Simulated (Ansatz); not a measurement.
# What hybrid functionals make of NaF

```cif
data_structure
_symmetry_space_group_name_H-M 'Fm-3m'
_symmetry_Int_Tables_number 225
_cell_length_a 4.6466
_cell_length_b 4.6466
_cell_length_c 4.6466
_cell_angle_alpha 90.000
_cell_angle_beta 90.000
_cell_angle_gamma 90.000
_cell_volume 100.32
loop_
_atom_site_label
_atom_site_type_symbol
_atom_site_symmetry_multiplicity
_atom_site_Wyckoff_symbol
_atom_site_fract_x
_atom_site_fract_y
_atom_site_fract_z
_atom_site_occupancy
Na1 Na 4 a 0.00000 0.00000 0.00000 1
F1 F 4 b 0.50000 0.00000 0.00000 1
```

All runs: Ansatz, plane waves and PAW, scalar-relativistic (no spin–orbit coupling), 6×6×6 k-mesh, Gaussian smearing of 0.05 eV, no spin polarisation. Semilocal reference PBE: gap 6.27 eV, pressure 1.7 GPa. The hybrids carry no U.

Q: What gap and pressure does PBE0-type hybrid with an exact-exchange fraction taken as 1/ε∞ give at this geometry?

A: Gap 12.64 eV, pressure -2.4 GPa.

Q: And the other functionals?

A: 
| functional | gap | pressure (GPa) | cutoff (eV) | core-seconds |
| --- | --- | --- | --- | --- |
| PBE0-type hybrid with an exact-exchange fraction of 0.15 | 8.02 eV | 0.5 | 420 | 11 |
| HSE06 | 8.43 eV | -0.3 | 420 | 11 |
| HSE06-type hybrid with an exact-exchange fraction of 0.3 | 8.87 eV | -0.6 | 420 | 12 |
| PBE0 | 9.20 eV | -0.3 | 420 | 11 |
| PBE0 + D4 | 9.20 eV | -1.0 | 420 | 11 |
| CAM-B3LYP | 11.62 eV | -2.0 | 420 | 14 |
| PBE0-type hybrid with an exact-exchange fraction taken as 1/ε∞ | 12.64 eV | -2.4 | 420 | 19 |
| r2SCAN0-type hybrid with an exact-exchange fraction taken as 1/ε∞ | 12.97 eV | -3.7 | 500 | 30 |

In the PBE0 form the gap grows almost linearly with the exact-exchange fraction, by 1.19 eV for each tenth. HSE06 has the same quarter of exact exchange as PBE0 but screens its long-range part, and its gap is 0.77 eV narrower. The dielectric-dependent PBE0 form takes the fraction 0.534 = 1/ε∞, that is ε∞ = 1.9. On shared hosts the hybrid runs at the reference's cutoff took roughly 16 to 27 times the core time of the semilocal one on the same mesh, with some more bands. Measured gap: 11.60 eV (a printed reference work (monograph)).

Caveats: core times come from shared hosts and scatter; functionals with much or all of the long-range exchange (Hartree–Fock, LC-wPBE, CAM-B3LYP) overshoot the gaps of most solids, bar the widest; gaps are read on a coarse mesh; stress loosely converged.
